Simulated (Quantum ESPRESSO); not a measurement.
Pd3RhAlMo3, one run as intended and one with a planted mistake

A calculation, not a measurement. The program is pw.x of Quantum ESPRESSO 7.5 (plane-wave density functional theory). The cell is made up: eight metal atoms on a face-centred cubic lattice, with elements, volume, strain and displacements drawn at random and not relaxed, so it may be unstable or far from any real phase. PseudoDojo standard norm-conserving files set the functional (PBE unless stated); there is no spin polarisation or spin-orbit coupling, the Fermi-Dirac width of 0.25 eV means electrons at about 2900 K, and the masses in the input are unused placeholders. A spin test at this wide smearing found no moment, but such smearing suppresses magnetism that the real alloy may have.

Intended input:

```
&control calculation='scf', pseudo_dir='./dojo.nc.sr.pbe.v0_5.standard.upf', outdir='./o', disk_io='minimal', tprnfor=.true., tstress=.true. /
&system ibrav=0, nat=8, ntyp=4, nbnd=75, ecutwfc=87.97787729, nosym=.true., tot_charge=0,
 occupations='smearing', smearing='fd', degauss=0.0183746611
/
&electrons conv_thr=1.470e-08, electron_maxstep=70, mixing_beta=0.5 /
ATOMIC_SPECIES
Al 1.0 Al.upf
Mo 1.0 Mo.upf
Pd 1.0 Pd.upf
Rh 1.0 Rh.upf
CELL_PARAMETERS angstrom
1.9297 3.8036 1.9836
-0.0719 3.809 -3.9062
-3.8593 3.8293 -0.0516
ATOMIC_POSITIONS angstrom
Pd -0.0396 0.0495 -0.0394
Rh -2.029 1.9384 -0.0146
Al -0.0615 1.858 -2.0502
Mo -1.9407 3.7851 -1.9494
Mo -0.0384 3.8343 0.0195
Pd -1.8872 5.6889 -0.0661
Mo -0.0664 5.6731 -1.9478
Pd -1.8916 7.6753 -1.9334
K_POINTS automatic
5 5 5 1 1 1
```

The log is shortened where brackets say so; the opening notice, blank lines, dates and the lines on written files are dropped, and the path of the files is cut. It prints rydbergs, bohrs and kilobars, and counts compression as positive stress. Its total energy is the free energy E - TS of the whole cell.

Log of the intended run:

```
     Program PWSCF v.7.5
     Parallel version (MPI & OpenMP), running on       4 processor cores
     Number of MPI processes:                 4
     Threads/MPI process:                     1
     [start-up lines left out]
     bravais-lattice index     =            0
     lattice parameter (alat)  =       8.8889  a.u.
     unit-cell volume          =     772.1717 (a.u.)^3
     number of atoms/cell      =            8
     number of atomic types    =            4
     number of electrons       =       116.00
     number of Kohn-Sham states=           75
     kinetic-energy cutoff     =      87.9779  Ry
     charge density cutoff     =     351.9115  Ry
     scf convergence threshold =      1.5E-08
     mixing beta               =       0.5000
     number of iterations used =            8  plain     mixing
     Exchange-correlation= PBE
                           (   1   4   3   4   0   0   0)
     [axes and pseudopotential details left out]
   Cartesian axes
     site n.     atom                  positions (alat units)
         1        Pd     tau(   1) = (  -0.0084187   0.0105234  -0.0083762  )
         2        Rh     tau(   2) = (  -0.4313529   0.4120919  -0.0031039  )
         3        Al     tau(   3) = (  -0.0130745   0.3949993  -0.4358599  )
         4        Mo     tau(   4) = (  -0.4125809   0.8046889  -0.4144304  )
         5        Mo     tau(   5) = (  -0.0081636   0.8151485   0.0041456  )
         6        Pd     tau(   6) = (  -0.4012071   1.2094251  -0.0140525  )
         7        Mo     tau(   7) = (  -0.0141162   1.2060661  -0.4140903  )
         8        Pd     tau(   8) = (  -0.4021425   1.6317215  -0.4110289  )
     number of k points=    63  Fermi-Dirac smearing, width (Ry)=  0.0184
                       cart. coord. in units 2pi/alat
        k(    1) = (   0.0005771   0.1234177  -0.0000830), wk =   0.0320000
        k(    2) = (  -0.1836973   0.1842186   0.0625969), wk =   0.0320000
     [further k points left out]
     Dense  grid:    86085 G-vectors     FFT dimensions: (  54,  64,  64)
     Estimated max dynamical RAM per process >     348.31 MB
     Estimated total dynamical RAM >       1.30 GB
     Initial potential from superposition of free atoms
     starting charge     115.9921, renormalised to     116.0000
     Starting wfcs are   71 randomized atomic wfcs +    4 random wfcs
     total cpu time spent up to now is        6.2 secs
     per-process dynamical memory:   280.3 Mb
     Self-consistent Calculation
     iteration #  1     ecut=    87.98 Ry     beta= 0.50
     Davidson diagonalization with overlap
     ethr =  1.00E-02,  avg # of iterations =  3.3
     total cpu time spent up to now is       23.4 secs
     total energy              =   -1469.20835494 Ry
     estimated scf accuracy    <       8.22230479 Ry
     iteration #  2     ecut=    87.98 Ry     beta= 0.50
     Davidson diagonalization with overlap
     ethr =  7.09E-03,  avg # of iterations =  2.2
     total cpu time spent up to now is       40.2 secs
     total energy              =   -1472.17209238 Ry
     estimated scf accuracy    <      21.72928479 Ry
     [iterations 3 to 15 left out]
     iteration # 16     ecut=    87.98 Ry     beta= 0.50
     Davidson diagonalization with overlap
     ethr =  1.89E-11,  avg # of iterations =  2.0
     total cpu time spent up to now is      236.2 secs
     total energy              =   -1473.87801805 Ry
     estimated scf accuracy    <       0.00000010 Ry
     iteration # 17     ecut=    87.98 Ry     beta= 0.50
     Davidson diagonalization with overlap
     ethr =  1.89E-11,  avg # of iterations =  2.0
     total cpu time spent up to now is      250.2 secs
     End of self-consistent calculation
     [lines on levels left out]
!    total energy              =   -1473.87801806 Ry
     estimated scf accuracy    <          5.4E-09 Ry
     smearing contrib. (-TS)   =      -0.11074435 Ry
     internal energy E=F+TS    =   -1473.76727371 Ry
     The total energy is F=E-TS. E is the sum of the following terms:
     one-electron contribution =    -435.16453533 Ry
     hartree contribution      =     294.97065978 Ry
     xc contribution           =    -229.38505848 Ry
     ewald contribution        =   -1104.18833968 Ry
     convergence has been achieved in  17 iterations
     Forces acting on atoms (cartesian axes, Ry/au):
     atom    1 type  3   force =     0.00023623   -0.00179999   -0.01004031
     atom    2 type  4   force =     0.06803366    0.01400246    0.00028319
     atom    3 type  1   force =     0.03387891    0.03700896    0.03089332
     atom    4 type  2   force =     0.01122302   -0.01559181   -0.00751460
     atom    5 type  2   force =    -0.00600753   -0.02008597   -0.00775546
     atom    6 type  3   force =    -0.05498632    0.02823258    0.01649989
     atom    7 type  2   force =     0.00235486   -0.00618205   -0.02501761
     atom    8 type  3   force =    -0.05473283   -0.03558417    0.00265158
     Total force =     0.135489     Total SCF correction =     0.000181
     Computing stress (Cartesian axis) and pressure
          total   stress  (Ry/bohr**3)                   (kbar)     P=      169.15
   0.00147799   0.00012364  -0.00033160          217.42       18.19      -48.78
   0.00012364   0.00107917   0.00013530           18.19      158.75       19.90
  -0.00033160   0.00013530   0.00089239          -48.78       19.90      131.27
     init_run     :      5.70s CPU      5.97s WALL (       1 calls)
     electrons    :    238.27s CPU    244.04s WALL (       1 calls)
     forces       :      2.25s CPU      2.25s WALL (       1 calls)
     stress       :      7.81s CPU      7.82s WALL (       1 calls)
     [timing details left out]
     PWSCF        :   4m14.22s CPU   4m20.29s WALL
     JOB DONE.
```

A second run has one planted mistake: one atom is of a wrong element. The input lines that differ:

```
- &system ibrav=0, nat=8, ntyp=4, nbnd=75, ecutwfc=87.97787729, nosym=.true., tot_charge=0,
+ &system ibrav=0, nat=8, ntyp=5, nbnd=72, ecutwfc=87.97787729, nosym=.true., tot_charge=0,
+ Ti 1.0 Ti.upf
- Pd -0.0396 0.0495 -0.0394
+ Ti -0.0396 0.0495 -0.0394
```

Its log:

```
     Program PWSCF v.7.5
     Parallel version (MPI & OpenMP), running on       4 processor cores
     Number of MPI processes:                 4
     Threads/MPI process:                     1
     [start-up lines left out]
     bravais-lattice index     =            0
     lattice parameter (alat)  =       8.8889  a.u.
     unit-cell volume          =     772.1717 (a.u.)^3
     number of atoms/cell      =            8
     number of atomic types    =            5
     number of electrons       =       110.00
     number of Kohn-Sham states=           72
     kinetic-energy cutoff     =      87.9779  Ry
     charge density cutoff     =     351.9115  Ry
     scf convergence threshold =      1.5E-08
     mixing beta               =       0.5000
     number of iterations used =            8  plain     mixing
     Exchange-correlation= PBE
                           (   1   4   3   4   0   0   0)
     [axes and pseudopotential details left out]
   Cartesian axes
     site n.     atom                  positions (alat units)
         1        Ti     tau(   1) = (  -0.0084187   0.0105234  -0.0083762  )
         2        Rh     tau(   2) = (  -0.4313529   0.4120919  -0.0031039  )
         3        Al     tau(   3) = (  -0.0130745   0.3949993  -0.4358599  )
         4        Mo     tau(   4) = (  -0.4125809   0.8046889  -0.4144304  )
         5        Mo     tau(   5) = (  -0.0081636   0.8151485   0.0041456  )
         6        Pd     tau(   6) = (  -0.4012071   1.2094251  -0.0140525  )
         7        Mo     tau(   7) = (  -0.0141162   1.2060661  -0.4140903  )
         8        Pd     tau(   8) = (  -0.4021425   1.6317215  -0.4110289  )
     number of k points=    63  Fermi-Dirac smearing, width (Ry)=  0.0184
                       cart. coord. in units 2pi/alat
        k(    1) = (   0.0005771   0.1234177  -0.0000830), wk =   0.0320000
        k(    2) = (  -0.1836973   0.1842186   0.0625969), wk =   0.0320000
     [further k points left out]
     Dense  grid:    86085 G-vectors     FFT dimensions: (  54,  64,  64)
     Estimated max dynamical RAM per process >     342.01 MB
     Estimated total dynamical RAM >       1.27 GB
     Initial potential from superposition of free atoms
     starting charge     109.9907, renormalised to     110.0000
     Starting wfcs are   72 randomized atomic wfcs
     total cpu time spent up to now is        6.5 secs
     per-process dynamical memory:   273.8 Mb
     Self-consistent Calculation
     iteration #  1     ecut=    87.98 Ry     beta= 0.50
     Davidson diagonalization with overlap
     ethr =  1.00E-02,  avg # of iterations =  6.1
     total cpu time spent up to now is       24.1 secs
     total energy              =   -1312.93525155 Ry
     estimated scf accuracy    <      14.00572805 Ry
     iteration #  2     ecut=    87.98 Ry     beta= 0.50
     Davidson diagonalization with overlap
     ethr =  1.00E-02,  avg # of iterations =  3.0
     total cpu time spent up to now is       40.8 secs
     total energy              =   -1320.35193248 Ry
     estimated scf accuracy    <      31.62774673 Ry
     [iterations 3 to 17 left out]
     iteration # 18     ecut=    87.98 Ry     beta= 0.50
     Davidson diagonalization with overlap
     ethr =  2.56E-10,  avg # of iterations =  1.9
     total cpu time spent up to now is      257.9 secs
     total energy              =   -1321.64510830 Ry
     estimated scf accuracy    <       0.00000011 Ry
     iteration # 19     ecut=    87.98 Ry     beta= 0.50
     Davidson diagonalization with overlap
     ethr =  9.56E-11,  avg # of iterations =  1.0
     total cpu time spent up to now is      269.7 secs
     End of self-consistent calculation
     [lines on levels left out]
!    total energy              =   -1321.64510831 Ry
     estimated scf accuracy    <          1.7E-09 Ry
     smearing contrib. (-TS)   =      -0.10594696 Ry
     internal energy E=F+TS    =   -1321.53916135 Ry
     The total energy is F=E-TS. E is the sum of the following terms:
     one-electron contribution =    -388.27128293 Ry
     hartree contribution      =     264.01367206 Ry
     xc contribution           =    -204.65183799 Ry
     ewald contribution        =    -992.62971248 Ry
     convergence has been achieved in  19 iterations
     Forces acting on atoms (cartesian axes, Ry/au):
     atom    1 type  5   force =     0.01154035   -0.01094609    0.01472254
     atom    2 type  4   force =     0.05147564    0.01412302   -0.00360530
     atom    3 type  1   force =     0.03307688    0.02910249    0.02552012
     atom    4 type  2   force =     0.02188863    0.00029383   -0.02369231
     atom    5 type  2   force =    -0.00199506   -0.02931602   -0.00627169
     atom    6 type  3   force =    -0.06282165    0.02131156    0.02643463
     atom    7 type  2   force =     0.00246469    0.01348621   -0.02305715
     atom    8 type  3   force =    -0.05562949   -0.03805499   -0.01005083
     Total force =     0.135390     Total SCF correction =     0.000134
     Computing stress (Cartesian axis) and pressure
          total   stress  (Ry/bohr**3)                   (kbar)     P=      181.68
   0.00130316   0.00003624  -0.00032096          191.70        5.33      -47.21
   0.00003624   0.00130110  -0.00008122            5.33      191.40      -11.95
  -0.00032096  -0.00008122   0.00110078          -47.21      -11.95      161.93
     init_run     :      6.03s CPU      6.28s WALL (       1 calls)
     electrons    :    257.10s CPU    263.20s WALL (       1 calls)
     forces       :      2.15s CPU      2.15s WALL (       1 calls)
     stress       :      7.42s CPU      7.42s WALL (       1 calls)
     [timing details left out]
     PWSCF        :   4m32.89s CPU   4m39.26s WALL
     JOB DONE.
```

|  | intended run | run with the mistake |
| --- | --- | --- |
| free energy (eV) | -20053.132 | -17981.898 |
| entropy term -TS, part of it (eV) | -1.507 | -1.441 |
| pressure (GPa) | 16.91 | 18.17 |
| size of the largest force component (eV/Å) | 1.749 | 1.615 |
| largest change of a force component (eV/Å) |  | 0.637 |
| iterations | 17 | 19 |

For scale, a rerun of the intended cell at a higher cutoff and on a denser mesh moved values by no more than 0.008 eV in energy, 0.07 GPa in stress and 0.010 eV/Å in force, and a second program with other atomic files agreed on that cell to 2 % rms in force and 0.5 GPa in pressure. Files of another functional or element have another zero of energy, so the energy change says nothing on stability. The number of bands, nbnd, was set by rule from the electron count, so it follows the mistake.